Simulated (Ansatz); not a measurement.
## Kick test of a cell of Zn₂Cd₃S₅

The cell was found from a structure generator's guess, not taken from experiment.

The calculation used DFT PBE, scalar-relativistic, plane waves, PAW (Ansatz). Cutoff 420 eV; k points 10×10×10 on the computed 10-atom cell (Γ-centred); Gaussian smearing, width 0.02 eV; no spin polarisation.

The cell below (10 atoms, space group I-4m2 (No. 119)) is relaxed within its symmetry.

```yaml
crystal:
  lattice:
    - [-2.01626, 2.01626, 14.48020]
    - [2.01626, -2.01626, 14.48020]
    - [2.01626, 2.01626, -14.48020]
  atoms:
    - { symbol: Zn, position: [0.54433, 0.04433, 0.50000] }
    - { symbol: Zn, position: [0.95567, 0.45567, 0.50000] }
    - { symbol: Cd, position: [0.14244, 0.64244, 0.50000] }
    - { symbol: Cd, position: [0.75000, 0.25000, 0.50000] }
    - { symbol: Cd, position: [0.35756, 0.85756, 0.50000] }
    - { symbol: S, position: [0.91156, 0.91156, 0.00000] }
    - { symbol: S, position: [0.50000, 0.50000, 0.00000] }
    - { symbol: S, position: [0.08844, 0.08844, 0.00000] }
    - { symbol: S, position: [0.69622, 0.69622, 0.00000] }
    - { symbol: S, position: [0.30378, 0.30378, 0.00000] }
```

For the test it was strained at random (σ = 1.5 % a component), the atoms were moved at random (σ = 0.05 Å), and all was relaxed again on a coarse 4×4×4 mesh (in the run’s order of axes) with 0.10 eV smearing, with no symmetry imposed.

**Question.** Is the structure stable against such a distortion?

**Answer.** It returns, within 1 meV/atom of the unmoved cell on that mesh and with the same symmetry when read at 0.1 Å. No instability shows in this cell; modes of other wave vectors, which need another repeat, aren't tested.
